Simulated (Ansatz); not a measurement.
CuI:
```yaml
crystal:
  lattice:
    - [0.00000, 3.03948, 3.03948]
    - [3.03948, 0.00000, 3.03948]
    - [3.03948, 3.03948, 0.00000]
  atoms:
    - { symbol: Cu, position: [0.25000, 0.25000, 0.25000] }
    - { symbol: I, position: [0.50000, 0.50000, 0.50000] }
```

Relaxed with PBE in the plane-wave PAW code Ansatz. Indices refer to the conventional cell of F-43m, a = b = c = 6.0790 Å, α = β = γ = 90.00°.

**Question.** Simulate the powder diffraction pattern (Mo Kα, λ = 0.71073 Å; lines above 1 %) up to 2θ = 45°.

**Answer.** Simulated powder pattern, Mo Kα, λ = 0.71073 Å (kinematic, ideal powder, no thermal factors, no anomalous dispersion; the 30 strongest lines at most, above 1 %, up to 2θ = 45°):

| 2θ (°) | d (Å) | I/Imax (%) | hkl |
|---|---|---|---|
| 11.62 | 3.510 | 100 | (111) |
| 13.43 | 3.039 | 7.9 | (200) |
| 19.03 | 2.149 | 77 | (220) |
| 22.36 | 1.833 | 53 | (311) |
| 23.37 | 1.755 | 2.5 | (222) |
| 27.05 | 1.520 | 14 | (400) |
| 29.53 | 1.395 | 23 | (331) |
| 30.31 | 1.359 | 3.8 | (420) |
| 33.28 | 1.241 | 28 | (422) |
| 35.37 | 1.170 | 17 | (511)+(333) |
| 38.62 | 1.075 | 8.5 | (440) |
| 40.47 | 1.028 | 16 | (531) |
| 41.07 | 1.013 | 2.0 | (442)+(600) |
| 43.40 | 0.961 | 11 | (620) |

The cell was relaxed with PBE under the symmetry of its start. No spin polarisation was allowed. The volume moved by 18 % from the start of the relaxation. Spin–orbit coupling is left out wherever it is not named.

Potentials: the later of the program's two PAW sets.
